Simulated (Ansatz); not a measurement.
A trial structure of SiGe5 was built thus: random cell by space group and Wyckoff sites (P4/mmm, No. 123). Its size is a rough estimate.

```cif
data_structure
_symmetry_space_group_name_H-M 'P4/mmm'
_symmetry_Int_Tables_number 123
_cell_length_a 5.0293
_cell_length_b 5.0293
_cell_length_c 5.4074
_cell_angle_alpha 90.000
_cell_angle_beta 90.000
_cell_angle_gamma 90.000
_cell_volume 136.77
loop_
_atom_site_label
_atom_site_type_symbol
_atom_site_symmetry_multiplicity
_atom_site_Wyckoff_symbol
_atom_site_fract_x
_atom_site_fract_y
_atom_site_fract_z
_atom_site_occupancy
Si1 Si 1 a 0.00000 0.00000 0.00000 1
Ge1 Ge 4 k 0.80236 0.80236 0.50000 1
Ge2 Ge 1 d 0.50000 0.50000 0.50000 1
```

All numbers below come from DFT PBE, scalar-relativistic, plane waves, PAW in Ansatz 0.2.0. Cutoff 420 eV, Gaussian smearing, Γ-centred meshes. Cell and atoms relax first on a coarse mesh and then on a finer one. In between, the cell is made exact in the group found at 0.06 Å. In metals the finer mesh still leaves noise of several meV/atom or more. The steps can't lower the symmetry of their start. No spin polarisation.

A guess keeps its type if space group and coordination stay and the shape of the cell changes little (axis ratios within about 15 %, angles within 6°); the volume may change.

Task: Does it keep its structure type, or change into something else?

Result: It doesn't keep its type. The symmetry stays P4/mmm (No. 123). The volume per atom grows by 7.8 %, from 22.8 to 24.6 Å³. The shortest distance goes from 1.99 Å (Ge–Ge) to 2.58 Å (Si–Ge). The ratio c/a of the conventional cell changes by a factor of 0.49. Counting neighbours within 15 % of an atom's shortest distance, the start has Ge 3/4, Si 8 and the end Ge 4/5, Si 8. In detail, at the end around Si lie 8 Ge at 2.58 Å; Ge on a site of symmetry m2m is surrounded by 2 Si at 2.58 Å and 3 Ge at 2.71 Å; Ge on a site of symmetry 4/mmm has 4 Ge at 2.71 Å.

```cif
data_structure
_symmetry_space_group_name_H-M 'P4/mmm'
_symmetry_Int_Tables_number 123
_cell_length_a 6.5434
_cell_length_b 6.5434
_cell_length_c 3.4445
_cell_angle_alpha 90.000
_cell_angle_beta 90.000
_cell_angle_gamma 90.000
_cell_volume 147.48
loop_
_atom_site_label
_atom_site_type_symbol
_atom_site_symmetry_multiplicity
_atom_site_Wyckoff_symbol
_atom_site_fract_x
_atom_site_fract_y
_atom_site_fract_z
_atom_site_occupancy
Si1 Si 1 a 0.00000 0.00000 0.00000 1
Ge1 Ge 4 k 0.79257 0.79257 0.50000 1
Ge2 Ge 1 d 0.50000 0.50000 0.50000 1
```

Formation energies are uncorrected and refer to the elements' standard structures at the same level.

Task: At what energy does it end?

Result: +0.46 eV/atom. A positive value: parting into the elements would lower its energy.

The last run used a 6×6×10 mesh (in the run's order of axes) for its 6-atom cell and Gaussian smearing of 0.10 eV. A structure relaxed within its symmetry needn't be a true minimum. Another cell of SiGe5 relaxed alike, in I4/mmm, lies 80 meV/atom lower, so this cell isn't the stable form at this level.

In counts of neighbours, a slash parts the counts of unlike sites.
